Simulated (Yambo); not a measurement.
TlAlSe$_{2}$ (space group I4/mcm, No. 140), G0W0@PBEsol in Yambo with this input:

```
rim_cut
gw0
dyson
el_el_corr
HF_and_locXC
ppa
em1d
RandQpts= 1000000
RandGvec= 1 Ry
EXXRLvcs= 86 Ry
VXCRLvcs= 344 Ry
Chimod= "HARTREE"
% BndsRnXp
 21 | 317 |
%
NGsBlkXp= 7 Ry
% LongDrXp
 1.0 | 1.0 | 1.0 |
%
PPAPntXp= 27.2114 eV
% GbndRnge
 1 | 317 |
%
GTermKind= "BG"
DysSolver= "n"
ExtendOut
```

On a 2×2×2 mesh, with wavefunctions cut at 86 Ry, the gap (M → M) is 1.384 eV and the valence edge shifts by -0.986 eV.

Q: What happens with this change: 3 Ry block?

A: The gap falls by 0.174 eV, to 1.210 eV; the shift of the valence edge becomes -0.792 eV. Neither run is shown to be the converged limit.

The standard potentials for Se, Tl keep a d shell in the valence without the s and p states of that shell. In tests on such compounds this moved G0W0 gaps by up to about 0.9 eV, so absolute quasiparticle energies here are unreliable; differences between settings are what counts.

Spin-orbit coupling is not included.

Geometry relaxed with PBE+D3(BJ); primitive cell a = b = c = 6.4995 Å, α = β = 103.80°, γ = 121.52°.

The structure is a Materials Project entry; no match was found in the copy of COD used, and its stability was not checked.

A shift is the quasiparticle energy of the state minus its PBEsol energy.
